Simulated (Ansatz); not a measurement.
Sn (beta-Sn type, space group I4_1/amd)

```
Sn
1.0
   -2.91656     2.91656     1.57902
    2.91656    -2.91656     1.57902
    2.91656     2.91656    -1.57902
Sn
2
Direct
  0.75000   0.25000   0.50000
  0.00000   0.00000   0.00000
```

In each cell atom 2 (Sn, nearest neighbour Sn at 3.022 Å; its periodic images, 3.2 Å or more away, move with it) moves by s·(-0.965, 0.000, -0.261) (towards the nearest neighbour), the rest being held.

The numbers are results of PBEsol (plane waves to 420 eV, PAW, scalar-relativistic; Ansatz, a quantum-chemistry and plane-wave program), not measurements. k mesh 13×13×13 (Γ-centred), Fermi-Dirac smearing 0.05 eV. E stands for the smeared free energy. With partly filled bands, energies and forces of such displacements shift with the k mesh and the smearing. Sn was relaxed with its symmetry unable to fall. The PAW data are Ansatz's earlier set. The zero of ΔE is the undisplaced structure. The last digit holds for this mesh only.

```json
[
 {"s (Å)": "-0.910", "ΔE (meV/cell)": "2187.2"},
 {"s (Å)": "-0.728", "ΔE (meV/cell)": "1191.9"},
 {"s (Å)": "-0.546", "ΔE (meV/cell)": "587.1"},
 {"s (Å)": "-0.364", "ΔE (meV/cell)": "236.2"},
 {"s (Å)": "-0.182", "ΔE (meV/cell)": "57.7"},
 {"s (Å)": "0.000", "ΔE (meV/cell)": "0.0"},
 {"s (Å)": "0.182", "ΔE (meV/cell)": "66.7"},
 {"s (Å)": "0.364", "ΔE (meV/cell)": "314.0"},
 {"s (Å)": "0.546", "ΔE (meV/cell)": "881.0"},
 {"s (Å)": "0.728", "ΔE (meV/cell)": "2008.8"},
 {"s (Å)": "0.910", "ΔE (meV/cell)": "4112.6"}
]
```

**Question.** What force constant k = d²E/ds² at s = 0 does the table give?

**Answer.** 3.6 eV/Å². It is the second difference of the nearest points, corrected with the next pair.

**Question.** With k = 3.58 eV/Å² from the forces, is the well harmonic out to s = 0.910 Å?

**Answer.** ½ks² = 1480 meV/cell against the computed 4113 meV/cell, so the well is stiffer than harmonic there.

(A displaced cell: forces are minus the slopes of the energy, force constants its curvatures, and phonons follow from these.)
